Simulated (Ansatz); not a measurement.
Task: Name crystals whose computed values (LDA (plane waves, PAW; program Ansatz)) fall in these windows: Θ_D (K) 550 to 740; G_Hill (GPa) 150 to 190; highest Γ mode, no LO–TO term (cm⁻¹) 250 to 310.

Result: 

```
crystal           Θ_D (K)  G_Hill (GPa)  highest Γ mode, no LO–TO term (cm⁻¹)
----------------  -------  ------------  ------------------------------------
VCo3, Cu3Au type      658           173                                   287
GaN, rock salt        736           166                                   256
```
Others may fit too.

Not the usual ambient phase: GaN, rock salt. Standing as an ambient phase not checked: VCo3, Cu3Au type. All cells were relaxed under the symmetry of their starts (and spin orders); stability against distortions was not tested throughout. Rows with no word on spin ran without spin polarisation. Scalar-relativistic: spin–orbit coupling is off unless named, which matters more the heavier the elements.

Potentials: the later of the program's two PAW sets.
